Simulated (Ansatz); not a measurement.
Two-dimensional strain map in KMgH₃

All numbers below come from Ansatz, DFT r2SCAN, scalar-relativistic, plane waves, PAW. Cutoff 500 eV, Γ-centred 6×6×6 k-points, Gaussian smearing of 0.05 eV. No spin polarisation. Energies are free energies at this smearing, counted from the undisturbed cell; pressure is positive in compression.

Reference structure (as given, not relaxed at this level; it stands at -0.9 GPa, and it needn't be the usual structure):

```
K Mg H
1.0
     4.02500    0.00000    0.00000
     0.00000    4.02500    0.00000
     0.00000    0.00000    4.02500
K Mg H
1 1 3
Direct
  0.00000 0.00000 0.00000
  0.50000 0.50000 0.50000
  0.00000 0.50000 0.50000
  0.50000 0.00000 0.50000
  0.50000 0.50000 0.00000
```

The cell is strained by p along both x and y and by q along z, fractional coordinates fixed. Points are written (p, q).

Energy above the undisturbed cell in meV/atom (a dash: not computed):

```
 p \ q  -0.050  -0.025  0.000  0.025  0.050
-0.050    25.7    17.0   12.8   12.3   14.9
-0.025       ?     3.1    1.0      ?    7.0
 0.000     4.1     0.0    0.0    3.4    9.6
 0.025       ?     5.7    7.7      ?   20.7
 0.050    18.6    18.6   22.4   29.4   38.8
```

**Question.** Fill in the withheld energies.

**Answer.** (-0.025, -0.050): 9.4; (-0.025, 0.025): 2.5; (0.025, -0.050): 7.7; (0.025, 0.025): 12.9.